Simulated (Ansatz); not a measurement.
Consider the following.

CeTaN3:
```cif
data_Ce6N18Ta6
_chemical_formula_sum 'Ce6 Ta6 N18'
_space_group_name_H-M_alt 'R3c :H'
_space_group_IT_number 161
_space_group_name_Hall 'R 3 -2"c'
_cell_length_a 5.65305
_cell_length_b 5.65305
_cell_length_c 13.94260
_cell_angle_alpha 90.000
_cell_angle_beta 90.000
_cell_angle_gamma 120.000
loop_
_atom_site_label
_atom_site_type_symbol
_atom_site_symmetry_multiplicity
_atom_site_Wyckoff_symbol
_atom_site_fract_x
_atom_site_fract_y
_atom_site_fract_z
_atom_site_occupancy
Ce1 Ce 6 a 0.00000 0.00000 0.02590 1
Ta1 Ta 6 a 0.00000 0.00000 0.28937 1
N1 N 18 b 0.34412 0.07952 0.22214 1
```
(The calculation used a cell of 10 atoms; values per cell refer to that cell.)

This is the r²SCAN-relaxed structure.

All from plane-wave PAW r²SCAN (Ansatz code), unless another level is named. Give the gap with spin–orbit coupling.

1.03 eV.

Give the formation energy from the elements (no fitted shifts).

-1.51 eV/atom.

Predict the electron effective mass.

1.5, 4.0, 18 mₑ (principal values).

Predict the hole effective mass.

0.43, 0.69, 2.1 mₑ (principal values).

What about the band gap?

1.16 eV (smallest direct gap 1.17 eV).

The start of the workflow was typed in or built on a structure type; neither database checked (COD, Materials Project) lists it. Whether it is the stable phase at ambient conditions was not checked. The r²SCAN relaxation kept the symmetry of its start; whether a distortion lowers the energy is not shown. The workflow began spin-polarised and lost its moments. The 4f shell is in the valence. No Hubbard U is applied. The references are the lowest solids computed at this level, not always the standard phases (solids in place of the gases). Spin–orbit coupling is left out wherever it is not named.

Potentials: the earlier of the program's two PAW sets. The files were generated under PBE; for other functionals the program regenerates the frozen cores, and for LDA and PBEsol the local potential too.
